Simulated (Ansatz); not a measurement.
This cell of HfN (rock salt) is off equilibrium:

```xyz
4
Lattice="0.0000 4.5255 4.5255 2.2627 0.0000 2.2627 2.2627 2.2627 0.0000" Properties=species:S:1:pos:R:3 pbc="T T T"
N      0.0000     0.0000     0.0000
N      0.0000     2.2627     2.2627
Hf     2.2627     2.2627     2.5327
Hf     2.2627     4.5255     4.5255
```

Computed with r2SCAN (plane waves to 500 eV, PAW, scalar-relativistic; Ansatz, a quantum-chemistry and plane-wave program). k mesh 7×14×14 (Γ-centred), Fermi-Dirac smearing 0.05 eV. E stands for the smeared free energy. Compression counts positive. With partly filled bands, energies and forces of such displacements shift with the k mesh and the smearing. HfN is run without spin polarisation. HfN was relaxed with its symmetry unable to fall. Spin-orbit coupling is left out, though Hf is heavy.

Question: What forces act on the atoms (eV/Å, Cartesian)?

Answer: 
```tsv
atom	Fx	Fy	Fz
N1	-0.160	0.160	0.912
N2	0.159	-0.159	2.673
Hf3	0.366	-0.366	-3.883
Hf4	-0.366	0.366	0.297
```

Question: Give the stress tensor in GPa and the pressure.

Answer: 
```
    0.1     -0.8     -0.6
   -0.8      0.1      0.6
   -0.6      0.6     17.4
```
The pressure, a third of the trace, is 5.9 GPa.

Question: In it atom 3 sits (0.000, 0.000, 0.270) Å away from its relaxed site. What is its energy relative to the relaxed cell?

Answer: 455 meV/cell.

(A displaced cell: forces are minus the slopes of the energy, force constants its curvatures, and phonons follow from these.)
